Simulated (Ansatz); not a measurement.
**GaTe3O2: computed properties**

Method: DFT PBE, scalar-relativistic, plane waves, PAW in Ansatz.

Cutoff 420 eV; k points 12×12×12 on the computed 6-atom cell (Γ-centred); Gaussian smearing, width 0.10 eV; no spin polarisation.

The structure is relaxed at this level of theory with its symmetry kept, and needn't be the ground state of this composition.

Space group R-3m:H (No. 166). a = 3.208 Å, b = 3.208 Å, c = 38.329 Å, α = 90.00°, β = 90.00°, γ = 120.00°
```json
{"atom": "Ga", "site": "3b", "symmetry": "-3m", "x": "0.6667", "y": "0.3333", "z": "0.8333"}
{"atom": "Te", "site": "6c", "symmetry": "3m", "x": "0.0000", "y": "0.0000", "z": "0.7460"}
{"atom": "Te", "site": "3a", "symmetry": "-3m", "x": "0.0000", "y": "0.0000", "z": "0.0000"}
{"atom": "O", "site": "6c", "symmetry": "3m", "x": "0.3333", "y": "0.6667", "z": "0.8586"}
```

| Item | Value |
| --- | --- |
| Space group | R-3m (No. 166) |
| Volume per atom | 128.1 bohr³ |
| Formation energy from the elements' standard states (uncorrected) | -0.519 eV/atom |
| Kohn–Sham band gap | none (metal) |
| Density of states at the Fermi level | 2.3 states/eV per cell |
| Orbital (Löwdin) character within 0.5 eV of the Fermi level | Te 5p 79 %, O 2p 11 %, unprojected 4 % |
| Bader charge by site (e) | Ga (1 in the cell) 1.81, Te (2 in the cell) 0.30, Te (1 in the cell) -0.09, O (2 in the cell) -1.16 |

Spin-orbit coupling is left out, which matters for the bands of heavy elements. The cell holds layers, chains or molecules and no dispersion correction was added, so their binding is poorly described.

The cell was found from a structure generator's guess, not taken from experiment. Löwdin shares on free-atom orbitals overweight diffuse shells.
